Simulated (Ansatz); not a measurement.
## Strain response of InGa$_{2}$N$_{3}$

Theory: DFT PBEsol, scalar-relativistic, plane waves, PAW (Ansatz). Run with 420 eV cutoff, 6×6×6 k-mesh, Gaussian smearing of 0.02 eV, no spin polarisation.

The relaxed crystal:

```yaml
crystal:
  lattice:
    - [4.95301, -2.85687, 0.00000]
    - [4.95301, 2.85687, 0.00000]
    - [0.00000, 0.00000, 5.33559]
  atoms:
    - { symbol: In, position: [0.32522, 0.67478, 0.98975] }
    - { symbol: In, position: [0.67478, 0.32522, 0.48975] }
    - { symbol: Ga, position: [0.00699, 0.33388, 0.99264] }
    - { symbol: Ga, position: [0.66612, 0.99301, 0.99264] }
    - { symbol: Ga, position: [0.99301, 0.66612, 0.49264] }
    - { symbol: Ga, position: [0.33388, 0.00699, 0.49264] }
    - { symbol: N, position: [0.02648, 0.33364, 0.35895] }
    - { symbol: N, position: [0.66636, 0.97352, 0.35895] }
    - { symbol: N, position: [0.97352, 0.66636, 0.85895] }
    - { symbol: N, position: [0.33364, 0.02648, 0.85895] }
    - { symbol: N, position: [0.30788, 0.69212, 0.39507] }
    - { symbol: N, position: [0.69212, 0.30788, 0.89507] }
```

Deformation: uniaxial strain along a, with the lengths of b and c and the atoms relaxed and the angles held, all within the symmetry that the strain leaves. Energies are extrapolated to zero smearing. Gaps are Kohn–Sham gaps over the whole zone.

Q: Give the structure at -2.0 %.

A:
```yaml
crystal:
  lattice:
    - [4.85580, -2.79653, 0.00000]
    - [4.92535, 2.91696, 0.00000]
    - [0.00000, 0.00000, 5.35550]
  atoms:
    - { symbol: In, position: [0.32691, 0.67504, 0.99138] }
    - { symbol: In, position: [0.67309, 0.32496, 0.49138] }
    - { symbol: Ga, position: [0.00759, 0.33418, 0.99333] }
    - { symbol: Ga, position: [0.66697, 0.99284, 0.99325] }
    - { symbol: Ga, position: [0.99241, 0.66582, 0.49333] }
    - { symbol: Ga, position: [0.33303, 0.00716, 0.49325] }
    - { symbol: N, position: [0.02899, 0.33399, 0.35800] }
    - { symbol: N, position: [0.66923, 0.97336, 0.35782] }
    - { symbol: N, position: [0.97101, 0.66601, 0.85800] }
    - { symbol: N, position: [0.33077, 0.02664, 0.85782] }
    - { symbol: N, position: [0.31082, 0.69214, 0.39422] }
    - { symbol: N, position: [0.68918, 0.30786, 0.89422] }
```
Space group P2_1 (4), 3.7 meV/atom over the relaxed crystal.